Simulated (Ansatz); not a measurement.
Consider the following.

Ba$_{2}$O:
```
Ba2O
1.0
    1.95158     1.12675     7.15977
   -1.95158     1.12675     7.15977
    0.00000    -2.25349     7.15977
Ba O
2 1
Direct
  0.73572   0.73572   0.73572
  0.26428   0.26428   0.26428
  0.00000   0.00000   0.00000
```

This is the PBEsol-relaxed structure.

Q: All from plane-wave PAW PBEsol (Ansatz code), unless another level is named. Estimate the highest zone-centre frequency.

A: 26.1 meV.

Q: Give the bulk modulus (Birch–Murnaghan fit).

A: 26.3 GPa.

Space group R-3m. The start of the workflow was typed in or built on a structure type; neither database checked (COD, Materials Project) lists it. Whether it is the stable phase at ambient conditions was not checked. The PBEsol relaxation kept the symmetry of its start; whether a distortion lowers the energy is not shown. The volume moved by -23 % from the start of the relaxation. Scalar-relativistic: spin–orbit coupling is off unless named, which matters more the heavier the elements.

Potentials: the earlier of the program's two PAW sets. The files were generated under PBE; for other functionals the program regenerates the frozen cores, and for LDA and PBEsol the local potential too.
